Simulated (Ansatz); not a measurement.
Profile along the Ti–O line in TiO2 (rutile)

TiO2 (rutile)

```cif
data_O4Ti2
_chemical_formula_sum 'Ti2 O4'
_space_group_name_H-M_alt 'P42/mnm'
_space_group_IT_number 136
_space_group_name_Hall '-P 4n 2n'
_cell_length_a 4.64343
_cell_length_b 4.64343
_cell_length_c 2.96381
_cell_angle_alpha 90.000
_cell_angle_beta 90.000
_cell_angle_gamma 90.000
loop_
_atom_site_label
_atom_site_type_symbol
_atom_site_symmetry_multiplicity
_atom_site_Wyckoff_symbol
_atom_site_fract_x
_atom_site_fract_y
_atom_site_fract_z
_atom_site_occupancy
Ti1 Ti 2 a 0.00000 0.00000 0.00000 1
O1 O 4 f 0.30513 0.30513 0.00000 1
```

Fields along a shortest Ti–O line of a (-1 1 0) plane (1.96 Å), from Ti to O, interpolated on the slice's grid (step about 0.2 Å). Level of theory: PBE (plane waves to 420 eV, PAW, scalar-relativistic; Ansatz, a first-principles code). k mesh 7×7×11. These are valence fields of a PAW run, semicore shells included where kept as valence: close to a nucleus they are smooth pseudo fields. TiO2 is run without spin polarisation. TiO2 was relaxed with its symmetry unable to fall.

| distance from Ti (Å) | valence electron density (e/Å³) | electron localisation function |
|---|---|---|
| 0.00 | 10.00 | x |
| 0.20 | 9.62 | x |
| 0.39 | 7.41 | x |
| 0.59 | 3.84 | 0.66 |
| 0.78 | 1.31 | 0.37 |
| 0.98 | 0.72 | 0.23 |
| 1.18 | 1.03 | 0.63 |
| 1.37 | 2.21 | 0.83 |
| 1.57 | 4.65 | x |
| 1.76 | 6.92 | x |
| 1.96 | 7.20 | x |

x: too close to a nucleus for the ELF to mean much.

Density on the Ti–O line (1.96 Å) at its midpoint: 0.72 e/Å³. ELF at that point: 0.2.
